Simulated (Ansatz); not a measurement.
Li₂O:
```
CELL_PARAMETERS angstrom
      0.00000     2.31301     2.31301
      2.31301     0.00000     2.31301
      2.31301     2.31301     0.00000
ATOMIC_POSITIONS crystal
  O  0.00000 0.00000 0.00000
  Li 0.25000 0.25000 0.25000
  Li 0.75000 0.75000 0.75000
```

Relaxed with PBE.

Problem. Give the Bader charges and basin volumes of the independent atoms, PBE in the plane-wave PAW code Ansatz.

Solution. 

```json
[
 {"atom": "O1", "Bader charge (e)": "-1.71", "Bader volume (Å³)": "18.8"},
 {"atom": "Li2", "Bader charge (e)": "+0.86", "Bader volume (Å³)": "3.0"}
]
```

Space group Fm-3m (anti-fluorite). The cell was relaxed with PBE under the symmetry of its start.

Potentials: the later of the program's two PAW sets.
